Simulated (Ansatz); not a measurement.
Mg (diamond, Fd-3m) at seven volumes, plane-wave PAW r²SCAN (Ansatz code), scaled uniformly. One row is withheld.

```
V (Å³/atom)  P (GPa)
-----------  -------
36.493          1.37
37.696          0.84
38.899          0.39
40.102          0.00
41.305         -0.33
42.509             ?
43.712         -0.83
```

Q: Fit the shown pressures and predict the withheld one.

A: P = (3/2)B₀(x^(7/2) − x^(5/2))[1 + (3/4)(B′ − 4)(x − 1)] with x = (V₀/V)^(2/3). Least squares on the six rows gives V₀ = 40.107 Å³/atom, B₀ = 11.7 GPa, B′ = 4.50. At V = 42.509, x = 0.9620 and P = -0.60 GPa. The run itself gave -0.60 GPa.

The start of the workflow was typed in or built on a structure type; neither database checked (COD, Materials Project) lists it. It is not the phase usual at ambient conditions (space group No. 194). The r²SCAN relaxation kept the symmetry of its start. At this level the phase is mechanically unstable.

Potentials: the earlier of the program's two PAW sets.
